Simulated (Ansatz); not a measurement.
The calculation used DFT PBE, scalar-relativistic, plane waves, PAW in Ansatz 0.2.0. Cutoff 420 eV, Γ-centred 10×10×10 mesh (8-atom cell), Gaussian smearing of 0.10 eV, collinear spin.

The zero of energy is the elements' standard structures at the same level (F₂ as a molecule); no fitted shifts are applied.

Question: Give a relaxed trial structure of a cubic metal with formula YF₇, with a formation energy near −1.56 eV/atom, about 11 Å³ per atom and a net moment near 0.5 μB per atom, in a cell of 8 atoms. Its symmetry should be Fm-3m (No. 225).

Answer: YF₇, space group Fm-3m (No. 225). Y is surrounded by 12 F at 2.48 Å; around F on a site of symmetry m-3m lie 12 F at 2.48 Å (long contacts); around F on a site of symmetry mmm lie 10 F at 2.48 Å and 2 Y at 2.48 Å.

```
Y F
1.0
     0.00000    3.50734    3.50734
     3.50734    0.00000    3.50734
     3.50734    3.50734    0.00000
Y F
1 7
Direct
  0.00000 0.00000 0.00000
  0.50000 0.50000 0.50000
  0.00000 0.00000 0.50000
  0.50000 0.00000 0.50000
  0.00000 0.50000 0.50000
  0.50000 0.50000 0.00000
  0.00000 0.50000 0.00000
  0.50000 0.00000 0.00000
```

The volume per atom is 10.79 Å³, the density is 4.27 g/cm³ and the energy over the elements is −1.56 eV/atom. The gap on the 10×10×10 mesh of the 8-atom cell is 0 eV (a metal), the net moment per atom is 0.50 μB and the moment by site is F 0.9, 0.5 (×6) μB.

The structure comes from a generated guess, relaxed at this level; another structure or a mixture of phases may lie lower. Other answers may fit too; this one was computed.

The magnetic state reached may not be the lowest. Symmetry constrained the relaxation, so the result can be a saddle point. Site moments count only spheres around the atoms; the net moment includes the space between them.
